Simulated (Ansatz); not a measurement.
ZnSiP$_{2}$: from a starting cell to a relaxed one

The start is a relaxed ZnSiP2 cell, doubled along one cell vector, shaken by Gaussian noise of σ = 0.08 Å a coordinate. Cell shape, volume and atoms are optimised at zero target pressure with r2SCAN (plane waves to 500 eV, PAW, scalar-relativistic; Ansatz, a program for electronic structure). The first steps use a coarse 6×3×5 k-mesh.

Starting cell:
```
CELL_PARAMETERS angstrom
      4.45373     0.00000     0.00000
     -4.45373     7.71408     0.00000
      0.00000     0.00000     4.57040
ATOMIC_POSITIONS crystal
  P  0.65740 0.15853 0.50389
  P  0.61110 0.65679 0.47286
  P  0.01248 0.00191 0.47477
  P  0.02813 0.50627 0.51154
  Si 0.65698 0.16907 0.00787
  Si 0.68399 0.66206 0.98908
  Zn 0.33090 0.32906 0.52433
  Zn 0.35612 0.85027 0.49869
```

### Question
Which atoms feel the largest initial force, and how large is it?

### Answer
1.07 eV/Å, on Si6 (atoms numbered as listed).

### Question
By how much does the energy per atom fall from start to end?

### Answer
0.93 eV/atom.

### Question
How does the volume per atom move from start to end?

### Answer
+11.9 %, from 19.63 to 21.96 Å³/atom.

### Question
How do the shortest distances between atoms change?

### Answer
The closest pairs of elements (up to four, under 3.6 Å), start → end: P–Si 2.23 → 2.15 Å; P–P 2.26 → 2.22 Å; P–Zn 2.38 → 2.26 Å; Si–Zn 3.33 → 2.30 Å.

### Question
Is the relaxed structure metallic? Give its gap.

### Answer
0.63 eV, indirect (valence top at Z, conduction bottom at U2) (no spin-orbit coupling).

### Question
What does it relax into? Give the structure.

### Answer

```xyz
8
Lattice="3.7098 0.0000 0.0000 -1.5643 5.1247 0.0000 -0.1032 -0.8216 9.2424" Properties=species:S:1:pos:R:3 pbc="T T T"
P      0.8293     1.6284     7.4868
P      2.4746    -0.0901     4.3122
P     -0.9807     4.3557     1.1416
P      2.1016     2.0982     4.3451
Si     2.6566     2.5501     6.4737
Si    -0.9101     4.0177     3.2605
Zn     1.1006    -0.3556     6.4074
Zn     0.8737     3.2664     0.4556
```

Final values are on a 9×7×4 k-mesh of the relaxed cell. No spin polarisation in the result.

The relaxed structure here is a generated cell of ZnSiP2: the first start was made by a random draw of sites in a space group, and the end was not matched to a known phase here, so it may be hypothetical.
